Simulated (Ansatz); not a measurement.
This run works on a generated trial structure, not on a known crystal.

Input and command of a plane-wave DFT calculation in Ansatz:

```yaml
crystal:
  lattice:
    - [0.0, 4.6753217, 4.6753217]
    - [4.6753217, 0.0, 4.6753217]
    - [4.6753217, 4.6753217, 0.0]
  atoms:
    - { symbol: In, position: [0.74501841, 0.25498159, 0.25498159] }
    - { symbol: In, position: [0.25498159, 0.74501841, 0.74501841] }
    - { symbol: In, position: [0.25498159, 0.74501841, 0.25498159] }
    - { symbol: In, position: [0.74501841, 0.25498159, 0.74501841] }
    - { symbol: In, position: [0.25498159, 0.25498159, 0.74501841] }
    - { symbol: In, position: [0.74501841, 0.74501841, 0.25498159] }
    - { symbol: In, position: [0.5, 0.5, 0.5] }
    - { symbol: O, position: [0.0, 0.0, 0.0] }
basis:
  ecutwfc: 420
kpoints:
  mp_grid: { grid: [3, 3, 3] }
hamiltonian:
  xc: pbe
scf:
  occupations: { method: gaussian, width: 0.2 }
  lower_state_search: "off"
output:
  forces: true
  stress: true
  eigenvalues: true
relax:
  adjacent_minimum: "off"
  f_tol: 0.08
  max_steps: 16
  cell: { stress_tol: 0.8 }
```

```bash
ansatz run input.yaml --threads 1 --pin off --max-ram 2560MiB --backend cpu --events-out ev --progress --plain --runs-dir out
```

Processor: Intel(R) Xeon(R) Processor @ 2.50GHz (Skylake/Cascade Lake), 1 thread, on a host shared with other jobs.

Problem. How long does it run, and how much memory does it take?

Solution. About 95 s, peak memory 0.57 GiB. It solves 59 bands at 4 k points (after reduction by symmetry) with about 6231 plane waves (on the last cell), in 61 SCF iterations over 9 ionic steps.
